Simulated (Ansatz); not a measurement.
## Ga: zone-centre modes under pressure

Ga, Cmcm, a = 2.700 Å, b = 7.814 Å, c = 3.287 Å. This isn't the element's structure at ambient conditions. Ansatz: LDA, PAW, 420 eV, Γ-centred 16×16×14 mesh on 2 atoms, Fermi-Dirac smearing 0.15 eV; no spin polarisation. Cell and atoms are relaxed at each pressure with the symmetry kept; optical modes at Γ by linear response, in cm⁻¹, matched by rank (the highest 3 distinct ones).

| P (GPa) | V (Å³/atom) | ω1 | ω2 | ω3 |
| --- | --- | --- | --- | --- |
| 0 | 17.339 | 46.5 | 123.9 | 194.3 |
| 5 | 16.264 | ? | ? | ? |
| 15 | 14.867 | 66.5 | 164.8 | 255.4 |

Task: Get each mode's Grüneisen parameter γ = −d ln ω/d ln V from the other rows and predict the missing frequencies.

Result: ln(V/V0) = 0.0000, -0.0640, -0.1538; a line through ln(ω/ω0) of the 2 known rows gives ω1: γ = 2.326, predicted 54.0, computed 54.4; ω2: γ = 1.855, predicted 139.5, computed 140.7; ω3: γ = 1.778, predicted 217.7, computed 218.8. The worst miss is 0.8 %, or 7 % of the shift under pressure, so a constant γ serves at that level. In a metal these frequencies hang on the mesh and smearing.